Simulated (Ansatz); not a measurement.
HfIN:
```yaml
crystal:
  lattice:
    - [1.84621, 1.06591, 10.60460]
    - [-1.84621, 1.06591, 10.60460]
    - [0.00000, -2.13182, 10.60460]
  atoms:
    - { symbol: Hf, position: [0.79364, 0.79364, 0.79364] }
    - { symbol: Hf, position: [0.20636, 0.20636, 0.20636] }
    - { symbol: I, position: [0.39126, 0.39126, 0.39126] }
    - { symbol: I, position: [0.60874, 0.60874, 0.60874] }
    - { symbol: N, position: [0.13949, 0.13949, 0.13949] }
    - { symbol: N, position: [0.86051, 0.86051, 0.86051] }
```

Relaxed with r²SCAN+D4.

Q: Map the electron localisation function on the plane through (0.794, 0.794, 0.794) spanned by u = [1, 0, 0] and v = [-1, 1, 1] in lattice vectors, from the program Ansatz at the r²SCAN+D4 level (PAW).

A: x is the fraction of u, y of v (the angle between them is 33°; rows are the nearest grid lines); atoms in the plane: Hf at (0.00, 0.00), Hf at (0.83, 0.41), I at (0.20, 0.60), I at (0.63, 0.82), N at (0.69, 0.35), N at (0.13, 0.07).
```
|%@@+-%@%#@@#-..+#%%%@%*:        .  :#@@%|
|@@@@%-:*@@@@#=.:*%####%@%=           :#@|
|*@@@@*..+%%%%*:.-###**#%%%+.          :*|
|..:+##+. .-+**=:.-*#+-:-+#%%*.     .:::.|
|%%*-....    .:::..:+#*-:@.+#%%*.   :=*#%|
|%%%%@#-.           .*#*+-..-*#%%-  .+#%%|
|%%##%%%+:           -*##*=::=#%@#:  -#%%|
|@%#*++*#%#=.         .:+#%#***#%%%=  :#@|
|*%%#+:.:+*##=:          .-*%%%%%%%#=   *|
| :#@%*--%.=*##=. ...     ...:*%%%%#+:   |
|  -%@%*-:-:+*#*-..:-:.   :-:..-*#*+=:   |
|    -%@%#+--+*##=..=#*+: .+%@%+:.....   |
|      :#@%%##*###+..%@@%%=.+@@@@%+.     |
|        .+%@%%%%%#=.=%@@%@@+:%@@%@@+.   |
|..        =#%%%%%#+:.*@@#+%@+-%@@%@@=  .|
| ....       .-++++-:  -%@#. #@+-#@@@@*. |
|.  ....                 =%@%=+@@=.-*#*=.|
|:.                        -#@@@@%*: .:::|
|==-.                       :*%@@%#=..:-=|
|%@@@%+.                       .::::..-#%|
|*@%*#@@*:                 ...   .-+*=..*|
|=:%@= -@@*.   .:-==-        ...  :*@@@%=|
|@+-%@= +@@+. .:=**#*-        ... .=%@@@@|
|%@@+-%@%#@@#-..+#%%%@%*:        .  :#@@%|
```
Scale: ten equal steps from 0.004 (start of ' ') to 0.860 (end of '@'), in the order ' .:-=+*#%@'; x runs from 0.000 to 1.00, y from 0.000 (bottom) to 1.00 (top).

The density is the valence pseudo-density with augmentation charge, so density and ELF within about 1 Å of a nucleus are not all-electron values.

Space group R-3m. The workflow started from a Materials Project entry (that database holds measured and hypothetical structures alike); the Crystallography Open Database copy checked does not list it. Whether it is the stable phase at ambient conditions was not checked. Symmetry was held in the r²SCAN+D4 relaxation; whether a distortion lowers the energy is not shown. No spin polarisation was allowed. Spin–orbit coupling is left out wherever it is not named.

Potentials: the later of the program's two PAW sets.
